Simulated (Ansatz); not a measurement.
Na (hcp (Mg type), P6_3/mmc) at seven volumes, PBEsol (plane waves, PAW; program Ansatz), shape and atoms relaxed at each. One row is withheld.

| V (Å³/atom) | P (GPa) |
|---|---|
| 33.086 | ? |
| 34.177 | 0.55 |
| 35.268 | 0.25 |
| 36.358 | 0.00 |
| 37.449 | -0.22 |
| 38.540 | -0.41 |
| 39.631 | -0.58 |

**Question.** Fit the shown pressures and predict the withheld one.

**Answer.** P = (3/2)B₀(x^(7/2) − x^(5/2))[1 + (3/4)(B′ − 4)(x − 1)] with x = (V₀/V)^(2/3). Least squares on the six rows gives V₀ = 36.355 Å³/atom, B₀ = 7.9 GPa, B′ = 3.79. At V = 33.086, x = 1.0648 and P = 0.89 GPa. The run itself gave 0.88 GPa.

The workflow started from a Materials Project entry (that database holds measured and hypothetical structures alike); the Crystallography Open Database files this formula in space group No. 194, but the cells were not matched. It is not the phase usual at ambient conditions (space group No. 229). The PBEsol relaxation kept the symmetry of its start; of distortions, only those at the zone centre were tested.

Potentials: the later of the program's two PAW sets.
